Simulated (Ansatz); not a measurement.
Here is the system:

Rb:
```yaml
crystal:
  lattice:
    - [-4.45675, 4.45675, 2.42946]
    - [4.45675, -4.45675, 2.42946]
    - [4.45675, 4.45675, -2.42946]
  atoms:
    - { symbol: Rb, position: [0.75000, 0.25000, 0.50000] }
    - { symbol: Rb, position: [0.00000, 0.00000, 0.00000] }
```

This is the r²SCAN-relaxed structure.

Question: All from DFT-r²SCAN in the program Ansatz with PAW potentials, unless another level is named. Give the bulk modulus (Birch–Murnaghan fit).

Answer: 24 kbar.

Question: What about the highest zone-centre frequency?

Answer: 50 cm⁻¹.

Space group I4_1/amd (β-Sn type). The cell is a constructed one: a structure type filled with these elements; the Crystallography Open Database copy checked does not list it. It is not the phase usual at ambient conditions (space group No. 229). Symmetry was held in the r²SCAN relaxation; of distortions, only those at the zone centre were tested. As this level gives no gap, phonon frequencies hold no LO–TO term and depend on the k-mesh and smearing (Fermi–Dirac, 0.1 eV here).

Potentials: the later of the program's two PAW sets.
